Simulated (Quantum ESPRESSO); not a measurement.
## Ta4RhGaLi2 (finding a planted mistake in a log)

Computed values, not a measurement. The program is pw.x of Quantum ESPRESSO 7.5 (plane-wave density functional theory). The cell is made up: eight metal atoms on a face-centred cubic lattice, with elements, volume, strain and displacements drawn at random and not relaxed, so it may be unstable or far from any real phase. PseudoDojo standard norm-conserving files set the functional (PBE unless stated); there is no spin polarisation or spin-orbit coupling, the Fermi-Dirac width of 0.25 eV means electrons at about 2900 K, and the masses in the input are unused placeholders. Heavy elements are run without spin-orbit coupling, which real alloys of them have. A spin test at this wide smearing found no moment, but such smearing suppresses magnetism that the real alloy may have.

Intended input:

```
&control calculation='scf', pseudo_dir='./dojo.nc.sr.pbe.v0_5.standard.upf', outdir='./o', disk_io='minimal', tprnfor=.true., tstress=.true. /
&system ibrav=0, nat=8, ntyp=4, nbnd=58, ecutwfc=87.97787729, nosym=.true., tot_charge=0,
 occupations='smearing', smearing='fd', degauss=0.0183746611
/
&electrons conv_thr=1.470e-08, electron_maxstep=70, mixing_beta=0.5 /
ATOMIC_SPECIES
Ga 1.0 Ga.upf
Li 1.0 Li.upf
Rh 1.0 Rh.upf
Ta 1.0 Ta.upf
CELL_PARAMETERS angstrom
-4.3465 0.0269 -0.0474
0.0743 -4.2248 4.2998
-0.0166 6.345 2.1576
ATOMIC_POSITIONS angstrom
Ta 0.1324 -0.0126 0.0307
Ta -0.0512 2.122 2.1224
Rh 0.1249 -2.0294 2.0808
Ga -0.0397 -0.2786 4.2528
Ta -2.2048 4.3538 2.0865
Li -1.9855 -0.0442 2.1154
Ta -2.1354 2.2447 4.3014
Li -2.3015 -2.0793 4.3126
K_POINTS automatic
5 4 4 1 1 1
```

The log is shortened where brackets say so; the opening notice, blank lines, dates and the lines on written files are dropped, and the path of the files is cut. It prints rydbergs, bohrs and kilobars, and counts compression as positive stress. Its total energy is the free energy E - TS of the whole cell.

Log of the intended run:

```
     Program PWSCF v.7.5
     Parallel version (MPI & OpenMP), running on       4 processor cores
     Number of MPI processes:                 4
     Threads/MPI process:                     1
     [start-up lines left out]
     bravais-lattice index     =            0
     lattice parameter (alat)  =       8.2143  a.u.
     unit-cell volume          =    1067.4325 (a.u.)^3
     number of atoms/cell      =            8
     number of atomic types    =            4
     number of electrons       =        88.00
     number of Kohn-Sham states=           58
     kinetic-energy cutoff     =      87.9779  Ry
     charge density cutoff     =     351.9115  Ry
     scf convergence threshold =      1.5E-08
     mixing beta               =       0.5000
     number of iterations used =            8  plain     mixing
     Exchange-correlation= PBE
                           (   1   4   3   4   0   0   0)
     [axes and pseudopotential details left out]
   Cartesian axes
     site n.     atom                  positions (alat units)
         1        Ta     tau(   1) = (   0.0304589  -0.0028987   0.0070626  )
         2        Ta     tau(   2) = (  -0.0117787   0.4881705   0.4882625  )
         3        Rh     tau(   3) = (   0.0287335  -0.4668677   0.4786924  )
         4        Ga     tau(   4) = (  -0.0091331  -0.0640925   0.9783655  )
         5        Ta     tau(   5) = (  -0.5072188   1.0016008   0.4800037  )
         6        Li     tau(   6) = (  -0.4567684  -0.0101683   0.4866522  )
         7        Ta     tau(   7) = (  -0.4912532   0.5163979   0.9895460  )
         8        Li     tau(   8) = (  -0.5294649  -0.4783473   0.9921226  )
     number of k points=    40  Fermi-Dirac smearing, width (Ry)=  0.0184
                       cart. coord. in units 2pi/alat
        k(    1) = (  -0.1015469   0.0313330   0.1589088), wk =   0.0500000
        k(    2) = (  -0.1021281   0.1597067   0.2850533), wk =   0.0500000
     [further k points left out]
     Dense  grid:   118971 G-vectors     FFT dimensions: (  50,  72,  75)
     Estimated max dynamical RAM per process >     332.45 MB
     Estimated total dynamical RAM >       1.21 GB
     Initial potential from superposition of free atoms
     starting charge      87.9839, renormalised to      88.0000
     Starting wfcs are   63 randomized atomic wfcs
     total cpu time spent up to now is        7.2 secs
     per-process dynamical memory:   251.5 Mb
     Self-consistent Calculation
     iteration #  1     ecut=    87.98 Ry     beta= 0.50
     Davidson diagonalization with overlap
     ethr =  1.00E-02,  avg # of iterations =  3.1
     Threshold (ethr) on eigenvalues was too large:
     Diagonalizing with lowered threshold
     Davidson diagonalization with overlap
     ethr =  6.80E-04,  avg # of iterations =  2.6
     total cpu time spent up to now is       34.2 secs
     total energy              =    -936.72140106 Ry
     estimated scf accuracy    <       0.68481038 Ry
     iteration #  2     ecut=    87.98 Ry     beta= 0.50
     Davidson diagonalization with overlap
     ethr =  7.78E-04,  avg # of iterations =  3.2
     total cpu time spent up to now is       48.4 secs
     total energy              =    -936.65048513 Ry
     estimated scf accuracy    <       4.08458531 Ry
     [iterations 3 to 13 left out]
     iteration # 14     ecut=    87.98 Ry     beta= 0.50
     Davidson diagonalization with overlap
     ethr =  5.64E-11,  avg # of iterations =  2.0
     total cpu time spent up to now is      199.3 secs
     total energy              =    -937.02775797 Ry
     estimated scf accuracy    <       0.00000004 Ry
     iteration # 15     ecut=    87.98 Ry     beta= 0.50
     Davidson diagonalization with overlap
     ethr =  4.41E-11,  avg # of iterations =  1.0
     total cpu time spent up to now is      210.2 secs
     End of self-consistent calculation
     [lines on levels left out]
!    total energy              =    -937.02775798 Ry
     estimated scf accuracy    <          2.2E-09 Ry
     smearing contrib. (-TS)   =      -0.12578138 Ry
     internal energy E=F+TS    =    -936.90197660 Ry
     The total energy is F=E-TS. E is the sum of the following terms:
     one-electron contribution =    -347.88177669 Ry
     hartree contribution      =     204.04322835 Ry
     xc contribution           =    -203.83302663 Ry
     ewald contribution        =    -589.23040163 Ry
     convergence has been achieved in  15 iterations
     Forces acting on atoms (cartesian axes, Ry/au):
     atom    1 type  4   force =    -0.03135934   -0.01905783   -0.01799510
     atom    2 type  4   force =     0.00618275    0.02231335    0.03871753
     atom    3 type  3   force =    -0.00256533   -0.01479012   -0.01679516
     atom    4 type  1   force =     0.00568664    0.02721560   -0.00084219
     atom    5 type  4   force =     0.00709918   -0.02191707    0.00126346
     atom    6 type  2   force =    -0.01570841   -0.00300967    0.01317635
     atom    7 type  4   force =     0.01099851    0.00095169   -0.00965445
     atom    8 type  2   force =     0.01966599    0.00829406   -0.00787043
     Total force =     0.081738     Total SCF correction =     0.000211
     Computing stress (Cartesian axis) and pressure
          total   stress  (Ry/bohr**3)                   (kbar)     P=     -158.32
  -0.00109616   0.00004265  -0.00005339         -161.25        6.27       -7.85
   0.00004265  -0.00109074   0.00021788            6.27     -160.45       32.05
  -0.00005339   0.00021788  -0.00104171           -7.85       32.05     -153.24
     init_run     :      6.58s CPU      7.05s WALL (       1 calls)
     electrons    :    201.68s CPU    203.06s WALL (       1 calls)
     forces       :      2.41s CPU      2.46s WALL (       1 calls)
     stress       :     10.23s CPU     10.58s WALL (       1 calls)
     [timing details left out]
     PWSCF        :   3m41.08s CPU   3m43.48s WALL
     JOB DONE.
```

A second run was made from an input with one planted mistake. Its log:

```
     Program PWSCF v.7.5
     Parallel version (MPI & OpenMP), running on       4 processor cores
     Number of MPI processes:                 4
     Threads/MPI process:                     1
     [start-up lines left out]
     bravais-lattice index     =            0
     lattice parameter (alat)  =       8.3761  a.u.
     unit-cell volume          =    1131.7589 (a.u.)^3
     number of atoms/cell      =            8
     number of atomic types    =            4
     number of electrons       =        88.00
     number of Kohn-Sham states=           58
     kinetic-energy cutoff     =      87.9779  Ry
     charge density cutoff     =     351.9115  Ry
     scf convergence threshold =      1.5E-08
     mixing beta               =       0.5000
     number of iterations used =            8  plain     mixing
     Exchange-correlation= PBE
                           (   1   4   3   4   0   0   0)
     [axes and pseudopotential details left out]
   Cartesian axes
     site n.     atom                  positions (alat units)
         1        Ta     tau(   1) = (   0.0304572  -0.0028878   0.0070616  )
         2        Ta     tau(   2) = (  -0.0117768   0.4881727   0.4882629  )
         3        Rh     tau(   3) = (   0.0287426  -0.4668752   0.4786971  )
         4        Ga     tau(   4) = (  -0.0091372  -0.0640955   0.9783759  )
         5        Ta     tau(   5) = (  -0.5072141   1.0016136   0.4800056  )
         6        Li     tau(   6) = (  -0.4567679  -0.0101750   0.4866611  )
         7        Ta     tau(   7) = (  -0.4912635   0.5163964   0.9895435  )
         8        Li     tau(   8) = (  -0.5294591  -0.4783587   0.9921380  )
     number of k points=    40  Fermi-Dirac smearing, width (Ry)=  0.0184
                       cart. coord. in units 2pi/alat
        k(    1) = (  -0.1015459   0.0313330   0.1589088), wk =   0.0500000
        k(    2) = (  -0.1021270   0.1597061   0.2850522), wk =   0.0500000
     [further k points left out]
     Dense  grid:   126121 G-vectors     FFT dimensions: (  54,  72,  80)
     Estimated max dynamical RAM per process >     353.25 MB
     Estimated total dynamical RAM >       1.29 GB
     Initial potential from superposition of free atoms
     starting charge      87.9839, renormalised to      88.0000
     Starting wfcs are   63 randomized atomic wfcs
     total cpu time spent up to now is        8.3 secs
     per-process dynamical memory:   258.1 Mb
     Self-consistent Calculation
     iteration #  1     ecut=    87.98 Ry     beta= 0.50
     Davidson diagonalization with overlap
     ethr =  1.00E-02,  avg # of iterations =  3.0
     Threshold (ethr) on eigenvalues was too large:
     Diagonalizing with lowered threshold
     Davidson diagonalization with overlap
     ethr =  5.58E-04,  avg # of iterations =  4.5
     total cpu time spent up to now is       42.3 secs
     total energy              =    -936.70842171 Ry
     estimated scf accuracy    <       0.59935313 Ry
     iteration #  2     ecut=    87.98 Ry     beta= 0.50
     Davidson diagonalization with overlap
     ethr =  6.81E-04,  avg # of iterations =  3.0
     total cpu time spent up to now is       59.6 secs
     total energy              =    -936.58790485 Ry
     estimated scf accuracy    <       3.62156469 Ry
     [iterations 3 to 13 left out]
     iteration # 14     ecut=    87.98 Ry     beta= 0.50
     Davidson diagonalization with overlap
     ethr =  8.39E-10,  avg # of iterations =  1.2
     total cpu time spent up to now is      235.8 secs
     total energy              =    -936.95187268 Ry
     estimated scf accuracy    <       0.00000009 Ry
     iteration # 15     ecut=    87.98 Ry     beta= 0.50
     Davidson diagonalization with overlap
     ethr =  1.01E-10,  avg # of iterations =  2.0
     total cpu time spent up to now is      249.8 secs
     End of self-consistent calculation
     [lines on levels left out]
!    total energy              =    -936.95187269 Ry
     estimated scf accuracy    <          7.0E-09 Ry
     smearing contrib. (-TS)   =      -0.13381501 Ry
     internal energy E=F+TS    =    -936.81805768 Ry
     The total energy is F=E-TS. E is the sum of the following terms:
     one-electron contribution =    -365.21791561 Ry
     hartree contribution      =     209.79888032 Ry
     xc contribution           =    -203.54998871 Ry
     ewald contribution        =    -577.84903368 Ry
     convergence has been achieved in  15 iterations
     Forces acting on atoms (cartesian axes, Ry/au):
     atom    1 type  4   force =    -0.02576485   -0.02478216   -0.01734115
     atom    2 type  4   force =     0.00620726    0.02803088    0.03676300
     atom    3 type  3   force =     0.00030147   -0.01768846   -0.02391493
     atom    4 type  1   force =     0.00440808    0.02296293    0.00381662
     atom    5 type  4   force =     0.00349823   -0.01519746    0.00314629
     atom    6 type  2   force =    -0.01349191   -0.00276073    0.01034672
     atom    7 type  4   force =     0.00826602    0.00292766   -0.00641281
     atom    8 type  2   force =     0.01657571    0.00650735   -0.00640373
     Total force =     0.078909     Total SCF correction =     0.000294
     Computing stress (Cartesian axis) and pressure
          total   stress  (Ry/bohr**3)                   (kbar)     P=     -187.09
  -0.00127842   0.00004933  -0.00002698         -188.06        7.26       -3.97
   0.00004933  -0.00128516   0.00021607            7.26     -189.05       31.79
  -0.00002698   0.00021607  -0.00125181           -3.97       31.79     -184.15
     init_run     :      7.60s CPU      8.09s WALL (       1 calls)
     electrons    :    240.03s CPU    241.58s WALL (       1 calls)
     forces       :      2.89s CPU      2.93s WALL (       1 calls)
     stress       :     10.53s CPU     10.86s WALL (       1 calls)
     [timing details left out]
     PWSCF        :   4m21.27s CPU   4m23.73s WALL
     JOB DONE.
```

Question: the log repeats what the program read. Compare it with the intended run: what was wrong in the second input?

Answer: the cell and the positions are scaled by a wrong factor. The input lines that differ:

```
- -4.3465 0.0269 -0.0474
- 0.0743 -4.2248 4.2998
- -0.0166 6.345 2.1576
+ -4.4321 0.0274 -0.0483
+ 0.0758 -4.308 4.3845
+ -0.0169 6.47 2.2001
- Ta 0.1324 -0.0126 0.0307
- Ta -0.0512 2.122 2.1224
- Rh 0.1249 -2.0294 2.0808
- Ga -0.0397 -0.2786 4.2528
- Ta -2.2048 4.3538 2.0865
- Li -1.9855 -0.0442 2.1154
- Ta -2.1354 2.2447 4.3014
- Li -2.3015 -2.0793 4.3126
+ Ta 0.135 -0.0128 0.0313
+ Ta -0.0522 2.1638 2.1642
+ Rh 0.1274 -2.0694 2.1218
+ Ga -0.0405 -0.2841 4.3366
+ Ta -2.2482 4.4396 2.1276
+ Li -2.0246 -0.0451 2.1571
+ Ta -2.1775 2.2889 4.3861
+ Li -2.3468 -2.1203 4.3976
```

```
                                            intended run  run with the mistake
                          free energy (eV)    -12748.912            -12747.880
         entropy term -TS, part of it (eV)        -1.711                -1.821
                            pressure (GPa)        -15.83                -18.71
size of the largest force component (eV/Å)         0.995                 0.945
largest change of a force component (eV/Å)                               0.183
                                iterations            15                    15
```

For scale, a rerun of the intended cell at a higher cutoff and on a denser mesh moved values by no more than 0.002 eV in energy, 0.05 GPa in stress and 0.008 eV/Å in force, and a second program with other atomic files agreed on that cell to 2 % rms in force and 0.5 GPa in pressure.